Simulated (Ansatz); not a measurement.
A geometry of BePd away from equilibrium: step 12 of the relaxation of a generated trial cell of BePd in the AFLOW prototype AB_hP4_194_c_a (B8_1, as in NiAs). Method: PBEsol (plane waves to 420 eV, PAW, scalar-relativistic; Ansatz, a quantum-chemistry and plane-wave program). Γ-centred k-mesh 11×11×7 on the run's cell (coarser than for final values), Fermi–Dirac smearing 0.05 eV.

```xyz
4
Lattice="2.9591 0.0000 0.0000 -1.4796 2.5627 0.0000 0.0000 0.0000 6.0260" Properties=species:S:1:pos:R:3:forces:R:3 pbc="T T T" free_energy=-13995.231 pressure_GPa=5.6
Pd     0.0000     0.0000     0.0000    0.0000    0.0000    0.0000
Pd     0.0000     0.0000     3.0130    0.0000    0.0000    0.0000
Be     0.0000     1.7084     1.5065    0.0000    0.0000    0.0000
Be     1.4796     0.8542     4.5195    0.0000    0.0000    0.0000
```

Positions in Å, forces in eV/Å, free energy of the cell in eV (comparable only within this code, potentials and settings). Largest force: all forces are below 0.005 eV/Å; the geometry lies 0.09 eV/atom above the end of its relaxation.

No spin polarisation in the result.

The run could not lose the symmetry of its start: the end is stationary, and may be a saddle point rather than a minimum.

All atoms sit on sites fixed by symmetry, so only the cell could relax.

The end of the path is a generated cell of BePd: the first start was made by placing the elements on the sites of a structure type, and the end was not matched to a known phase here, so it may be hypothetical.
